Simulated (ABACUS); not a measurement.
Set-up for a self-consistent single point of AlNi (Pm-3m, 2 atoms in the cell; from Materials Project mp-1487, changed as shown).

```xyz
2
Lattice="2.8025 0.0000 0.0000 0.0000 2.8025 0.0000 0.0000 0.0000 2.8025" Properties=species:S:1:pos:R:3 pbc="T T T"
Al     1.4013     1.4013     1.4013
Ni     0.0000     0.0000     0.0000
```

Level of theory: ABACUS with PBE, numerical atomic orbitals SZP (confined pseudo-atomic orbitals with Gaussian additions; energy shift 0.003 Ry), PseudoDojo 0.5 standard norm-conserving PBE (tails mended) pseudopotentials.

ABACUS settings:

- basis = SZP numerical atomic orbitals, energy shift 0.003 Ry
- KPT = Gamma 16 16 16 0 0 0
- basis_type = lcao
- ecutwfc = 100 Ry
- smearing_method = fd
- smearing_sigma = 0.00734986 Ry
- potentials = PseudoDojo 0.5 standard norm-conserving PBE (tails mended)
- symmetry = 1
- symmetry_prec = 1e-05
- ks_solver = genelpa
- scf_nmax = 100
- scf_thr = 1.0e-06
- mixing_type = pulay

Results:

* **Number of valence electrons**: 21
* **Number of bands**: 21
* **Number of k-points after the program's reduction**: 165
* **Size of the basis**: 29
* **Number of SCF iterations**: 8
* **Free energy E − TS**: -4628.9541 eV
* **Fermi level (on the code's own zero)**: 16.01 eV
* **Pressure**: 27.11 GPa

Stress (GPa, positive for compression):
```
27.11   0.00   0.00
 0.00  27.11   0.00
 0.00   0.00  27.11
```

For comparison: a first run was changed to give this one (lattice scaled by 0.98), and from it to this one the free energy rises by 86.1 meV/atom and the pressure goes from 13.70 to 27.11 GPa.

The atom-centred basis is finite, which shifts total energies and pressures against plane waves. The run has no spin polarisation, so moments on Ni cannot form. A single-zeta basis is rough, for pressures and forces above all. The structure comes from a collection of computed structures, made at another level of theory; the collection holds predicted forms beside known ones. At this pressure the cell is far from its equilibrium volume at this level.

Cost on one core: roughly 14 core-seconds.

The atomic orbitals were generated for these runs; they are not ABACUS's published sets and were checked against plane waves on a few crystals only.

“Tails mended”: in these copies of the files the far tail of each local potential was reset to the Coulomb form.
